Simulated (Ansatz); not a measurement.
HfO2:
Space group P-3m1 (No. 164); a = 3.1972 Å, b = 3.1972 Å, c = 4.5738 Å, α = 90.00°, β = 90.00°, γ = 120.00°

| atom | site | symmetry | x | y | z |
|---|---|---|---|---|---|
| Hf | 1a | -3m. | 0.0000 | 0.0000 | 0.0000 |
| O | 2d | 3m. | 0.3333 | 0.6667 | 0.2087 |

Relaxed with LDA.

Task: Give the optical modes at the zone centre with their infrared and Raman activity from DFPT, LDA (plane waves, PAW; program Ansatz).

Result: Transverse frequencies, without the LO–TO term; a row sums one degenerate level.

```tsv
ω (cm⁻¹)	degeneracy	IR ((D/Å)²/amu)	Raman (Å⁴/amu)	activity	symmetry
289	2	64.62	0	IR	Eu
436	1	5.21	0	IR	A2u
538	2	0.00	48	Raman	Eg
563	1	0.00	31	Raman	A1g
```

Task: How high does the top mode go among those that the LO–TO term moves?

Result: 656 cm⁻¹ for q along x, 656 cm⁻¹ for q along y, 539 cm⁻¹ for q along z.

A made-up cell: these elements were put on the sites of a structure type; neither database checked (COD, Materials Project) lists it. It is not the phase usual at ambient conditions (space group No. 14, 29). The LDA relaxation kept the symmetry of its start; phonons on a q-mesh show no instability. No spin polarisation was allowed. A crystal of weakly bound layers computed without a dispersion correction: the cell and the soft elastic constants depend strongly on that. Scalar-relativistic: spin–orbit coupling is off unless named, which matters more the heavier the elements.

Potentials: the earlier of the program's two PAW sets.
